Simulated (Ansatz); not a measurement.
Os (hcp (Mg type), P6_3/mmc) at seven volumes, DFT-PBE+D3(BJ) in the program Ansatz with PAW potentials, shape and atoms relaxed at each. One row is withheld.

```
V (Å³/atom)  P (GPa)
-----------  -------
12.753         49.38
13.173         30.02
13.594         13.72
14.014          0.00
14.435             ?
14.855        -21.21
15.275        -29.31
```

Fit the shown pressures and predict the withheld one.

P = (3/2)B₀(x^(7/2) − x^(5/2))[1 + (3/4)(B′ − 4)(x − 1)] with x = (V₀/V)^(2/3). Least squares on the six rows gives V₀ = 14.015 Å³/atom, B₀ = 418 GPa, B′ = 4.76. At V = 14.435, x = 0.9805 and P = -11.51 GPa. The run itself gave -11.54 GPa.

Symmetry was held in the PBE+D3(BJ) relaxation. No spin polarisation was allowed. The pairwise dispersion correction was not fitted to metals. Spin–orbit coupling is left out wherever it is not named.

Potentials: the later of the program's two PAW sets.
